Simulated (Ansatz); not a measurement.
Data sheet: LuCd (DFT)

LuCd:
```cif
data_CdLu
_chemical_formula_sum 'Lu1 Cd1'
_space_group_name_H-M_alt 'Pm-3m'
_space_group_IT_number 221
_space_group_name_Hall '-P 4 2 3'
_cell_length_a 3.64233
_cell_length_b 3.64233
_cell_length_c 3.64233
_cell_angle_alpha 90.000
_cell_angle_beta 90.000
_cell_angle_gamma 90.000
loop_
_atom_site_label
_atom_site_type_symbol
_atom_site_symmetry_multiplicity
_atom_site_Wyckoff_symbol
_atom_site_fract_x
_atom_site_fract_y
_atom_site_fract_z
_atom_site_occupancy
Lu1 Lu 1 b 0.50000 0.50000 0.50000 1
Cd1 Cd 1 a 0.00000 0.00000 0.00000 1
```

Space group Pm-3m (No. 221), CsCl type; conventional cell a = 3.642 Å, b = 3.642 Å, c = 3.642 Å, α = 90.00°, β = 90.00°, γ = 90.00°.

Method: r²SCAN (plane waves, PAW; program Ansatz). Geometry: relaxed at this level of theory. Other levels are named where they apply.

### Cell and energy

```json
{
 "volume_per_atom": "24.16 Å³",
 "density": "9.88 g/cm³",
 "Formation energy from the elements (no fitted shifts)": "-0.34 eV/atom"
}
```

### Electronic structure

```json
{
 "electronic_character": "metallic (no gap)",
 "Density of states at the Fermi level": "0.60 states/eV per atom (mean over ±0.08 eV)"
}
```

The workflow started from a Materials Project entry (that database holds measured and hypothetical structures alike); the Crystallography Open Database copy checked does not list it. With Lu and Cd taken as one species the cell has the higher symmetry Im-3m, so it may be an ordered model of a mixed-site phase. Whether it is the stable phase at ambient conditions was not checked. The r²SCAN relaxation kept the symmetry of its start; whether a distortion lowers the energy is not shown. The references are the lowest solids computed at this level, not always the standard phases. Spin–orbit coupling is left out wherever it is not named.

Potentials: the later of the program's two PAW sets.
